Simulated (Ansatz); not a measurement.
# TmF4: stable or not

It was reached by relaxing an invented guess, and it needn't be the stable form of this composition.

Theory: Ansatz 0.2.0, DFT PBE, scalar-relativistic, plane waves, PAW, and for the lanthanide a 4f-in-core norm-conserving potential. Cutoff 690 eV, Γ-centred 10×10×10 mesh (5-atom cell), Gaussian smearing of 0.10 eV, no spin polarisation.

```cif
data_structure
_symmetry_space_group_name_H-M 'Im-3m'
_symmetry_Int_Tables_number 229
_cell_length_a 5.1619
_cell_length_b 5.1619
_cell_length_c 5.1619
_cell_angle_alpha 90.000
_cell_angle_beta 90.000
_cell_angle_gamma 90.000
_cell_volume 137.54
loop_
_atom_site_label
_atom_site_type_symbol
_atom_site_symmetry_multiplicity
_atom_site_Wyckoff_symbol
_atom_site_fract_x
_atom_site_fract_y
_atom_site_fract_z
_atom_site_occupancy
Tm1 Tm 2 a 0.00000 0.00000 0.00000 1
F1 F 8 c 0.25000 0.25000 0.75000 1
```

Energies over the elements count from the elements' standard structures at the same level (F₂ as a molecule), with no fitted energy shifts.

**Question.** These tests were run: energy against the elements; phonons at Γ; elastic tensor. What do they show?

**Answer.**

```csv
test,result
energy against the elements,−3.15 eV/atom
phonons at Γ,imaginary modes down to 12i cm⁻¹
elastic tensor,least eigenvalue 36 GPa
```

It fails none of these tests outright. Whether a mixture of other phases lies lower isn't tested here. Phonons away from Γ weren't computed. Undecided: phonons at Γ (too near zero for this accuracy).

An odd number of valence electrons (the lanthanide is held trivalent, its 4f shell in the core) allows no gap without spin; another valence of the lanthanide, a larger cell or a magnetic state could open one. The cell is a metal run without spin; a magnetic state may lie lower. The run for the phonons used a 10×10×10 k mesh and Fermi–Dirac smearing of 0.15 eV. The run for the elastic tensor used a 10×10×10 k mesh and Fermi–Dirac smearing of 0.15 eV.

The lanthanide is trivalent by construction, without f bands, f moments or other valences. The reference runs of the other elements, and any phases without the lanthanide, used 420 eV, which shifts energies against them by under 10 meV/atom. The lanthanide's reference is the lowest of its hcp, dhcp and fcc cells.
